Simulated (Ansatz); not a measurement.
# MgO$_{2}$: two-dimensional strain map

Computed with Ansatz, DFT PBEsol, scalar-relativistic, plane waves, PAW. Cutoff 420 eV, Γ-centred 12×12×12 k-points, Gaussian smearing of 0.05 eV. No spin polarisation. Energies are free energies at this smearing, counted from the undisturbed cell; pressure is positive in compression.

The starting cell (as given, not relaxed at this level; it stands at -4.8 GPa, and it needn't be the usual structure):

```xyz
3
Lattice="1.6048 0.9265 3.4940 -1.6048 0.9265 3.4940 0.0000 -1.8530 3.4940" Properties=species:S:1:pos:R:3 pbc="T T T"
Mg    0.0000    0.0000    0.0000
O     0.0000    0.0000    4.4945
O     0.0000    0.0000    5.9874
```

The cell is strained by p along both x and y and by q along z, fractional coordinates fixed. Points are written (p, q).

p was sampled at -0.050, -0.025, 0.000, 0.025, 0.050 and q at -0.050, -0.025, 0.000, 0.025, 0.050.

Question: Where on the computed points is the energy highest, and how high?

Answer: At (0.050, 0.050): 123.4 meV/atom.

Question: Away from (0, 0), which computed point is lowest?

Answer: (0.000, -0.025): -1.0 meV/atom.

The map, in meV/atom:

```
 p \ q  -0.050  -0.025  0.000  0.025  0.050
-0.050    59.0    30.0   25.8   42.2   75.8
-0.025    26.1     0.9   -0.4   18.4   54.0
 0.000    21.4    -1.0    0.0   20.5   57.4
 0.025    40.0    19.9   22.5   44.2   81.7
 0.050    78.0    59.5   63.3   85.6  123.4
```